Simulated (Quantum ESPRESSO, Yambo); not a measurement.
BaTe (rock salt, space group Fm-3m, No. 225): one geometry, one set of PBE (stringent potentials; pw.x of Quantum ESPRESSO, ONCV potentials, no spin-orbit coupling) orbitals, self-energies from Yambo (4×4×4 Γ-centred k mesh, bands 5 to 288 and a 12 Ry block in the screening, 288 bands in G with the Bruneval-Gonze terminator, plasmon pole fitted at 27.2 eV).

| level | gap Γ → X (eV) | direct gap at X (eV) |
|---|---|---|
| PBE (Quantum ESPRESSO) | 1.55 | 1.90 |
| exchange only (Hartree-Fock self-energy on PBE orbitals) | 7.12 | 7.69 |
| static COHSEX@PBE | [?] | [?] |
| G0W0@PBE, plasmon pole | [?] | [?] |

**Question.** Complete the blanks.

**Answer.** 
- static COHSEX@PBE, gap Γ → X (eV): 3.43
- static COHSEX@PBE, direct gap at X (eV): 3.86
- G0W0@PBE, plasmon pole, gap Γ → X (eV): 2.51
- G0W0@PBE, plasmon pole, direct gap at X (eV): 2.93

Bare exchange has no screening and gives the widest gap; static COHSEX screens it but leaves out the frequency dependence, which G0W0 restores.

Nearest settings tried, and what they do to the gap: 152 bands in G: +3 meV; 152 bands in W, 152 bands in G: -39 meV; 7 Ry block (181 vectors against 459): -64 meV. Not varied: mesh. So the settings aren't converged at that level.

Geometry relaxed with PBEsol; primitive cell a = b = c = 4.9065 Å, α = β = γ = 60.00°.
